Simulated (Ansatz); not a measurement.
Data:

BAs:
```cif
data_As4B4
_chemical_formula_sum 'As4 B4'
_space_group_name_H-M_alt 'F-43m'
_space_group_IT_number 216
_space_group_name_Hall 'F -4 2 3'
_cell_length_a 4.73229
_cell_length_b 4.73229
_cell_length_c 4.73229
_cell_angle_alpha 90.000
_cell_angle_beta 90.000
_cell_angle_gamma 90.000
loop_
_atom_site_label
_atom_site_type_symbol
_atom_site_symmetry_multiplicity
_atom_site_Wyckoff_symbol
_atom_site_fract_x
_atom_site_fract_y
_atom_site_fract_z
_atom_site_occupancy
As1 As 4 c 0.25000 0.25000 0.25000 1
B1 B 4 a 0.00000 0.00000 0.00000 1
```
(The calculation used a cell of 2 atoms; values per cell refer to that cell.)

This is the LDA-relaxed structure.

**Question.** All from DFT-LDA in the program Ansatz with PAW potentials, unless another level is named. Predict the smallest direct gap on the standard path.

**Answer.** 3.29 eV.

**Question.** Predict the hole effective mass, band 2 of 3 at the edge.

**Answer.** 0.23 along [100], 0.23 along [110], 0.55 along [111] (mₑ).

**Question.** What about the band gap?

**Answer.** 1.10 eV (indirect).

**Question.** Next, the conduction-band minimum?

**Answer.** on the Γ–X line, 80 % of the way from Γ (6 equivalent valleys).

The cell was relaxed with LDA under the symmetry of its start; phonons on a q-mesh show no instability. Scalar-relativistic: spin–orbit coupling is off unless named, which matters more the heavier the elements.

Potentials: the later of the program's two PAW sets.
